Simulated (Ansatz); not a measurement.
## Relaxing barium (simple cubic)

All numbers below come from DFT, LDA (PW92), plane waves (420 eV) with PAW, scalar-relativistic in Ansatz. The PAW files were generated under PBE, with cores re-solved for the functional.

k-point mesh 8×8×8, Fermi-Dirac smearing 0.1 eV, no spin polarisation. Cell and atoms relax.

Starting structure:

```yaml
crystal:
  lattice:
    - [4.0716264249, 0.0, 0.0]
    - [0.0, 4.0716264249, 0.0]
    - [0.0, 0.0, 4.0716264249]
  atoms:
    - { symbol: Ba, position: [0.0, 0.0, 0.0] }
hamiltonian:
  xc: lda
  pseudopotentials:
    kind: paw
    azcp:
      Ba: "pseudopotentials/Ba.paw.azcp"
basis:
  ecutwfc: 420
  fft_grid_basis: typed
kpoints:
  mp_grid: { grid: [8, 8, 8], shift: [0, 0, 0] }
magnetization:
  spin_polarized: false
scf:
  occupations: { method: fermi_dirac, width: 0.1 }
relax:
  max_steps: 60
  f_tol: 0.01
  cell: {}
```

Task: The pressure at the start is -1.5 GPa. By how much does the volume change?

Result: From 67.50 to 50.71 Å³ per atom, -24.9 %. The final cell has a = 3.701 Å.

Task: How much energy does the relaxation gain?

Result: 100.1 meV per atom.

Path of the relaxation (the plane waves are chosen anew near the end, which can shift the energy a little):

| step | E − E(final) (meV/atom) | V (Å³/atom) | P (GPa) | max force (eV/Å) |
| --- | --- | --- | --- | --- |
| 0 | 100.13 | 67.500 | -1.55 | 0.000 |
| 1 | 67.97 | 63.991 | -1.38 | 0.000 |
| 2 | 9.10 | 54.929 | -0.62 | 0.000 |
| 3 | 0.86 | 49.239 | 0.24 | 0.000 |
| 4 | -0.06 | 50.711 | -0.03 | 0.000 |
| 5 | 0.00 | 50.711 | -0.03 | 0.000 |
